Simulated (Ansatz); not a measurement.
Given:

ZnSnN$_{2}$:
```yaml
crystal:
  lattice:
    - [5.83368, 0.00000, 0.00000]
    - [0.00000, 6.71331, 0.00000]
    - [0.00000, 0.00000, 5.46621]
  atoms:
    - { symbol: Zn, position: [0.58295, 0.87494, 0.99903] }
    - { symbol: Zn, position: [0.41705, 0.12506, 0.49903] }
    - { symbol: Zn, position: [0.91705, 0.37494, 0.49903] }
    - { symbol: Zn, position: [0.08295, 0.62506, 0.99903] }
    - { symbol: Sn, position: [0.58839, 0.37513, 0.99933] }
    - { symbol: Sn, position: [0.41161, 0.62487, 0.49933] }
    - { symbol: Sn, position: [0.91161, 0.87513, 0.49933] }
    - { symbol: Sn, position: [0.08839, 0.12487, 0.99933] }
    - { symbol: N, position: [0.58339, 0.37313, 0.37942] }
    - { symbol: N, position: [0.41661, 0.62687, 0.87942] }
    - { symbol: N, position: [0.91661, 0.87313, 0.87942] }
    - { symbol: N, position: [0.08339, 0.12687, 0.37942] }
    - { symbol: N, position: [0.57887, 0.87696, 0.37222] }
    - { symbol: N, position: [0.42113, 0.12304, 0.87222] }
    - { symbol: N, position: [0.92113, 0.37696, 0.87222] }
    - { symbol: N, position: [0.07887, 0.62304, 0.37222] }
```

This is the PBEsol-relaxed structure.

Q: All from DFT-PBEsol in the program Ansatz with PAW potentials, unless another level is named. Predict the Young's modulus.

A: 174 GPa.

Q: And the highest zone-centre frequency (without LO–TO term)?

A: 646 cm⁻¹.

Space group Pna2_1. The cell was relaxed with PBEsol under the symmetry of its start. Spin–orbit coupling is left out wherever it is not named.

Potentials: the later of the program's two PAW sets.
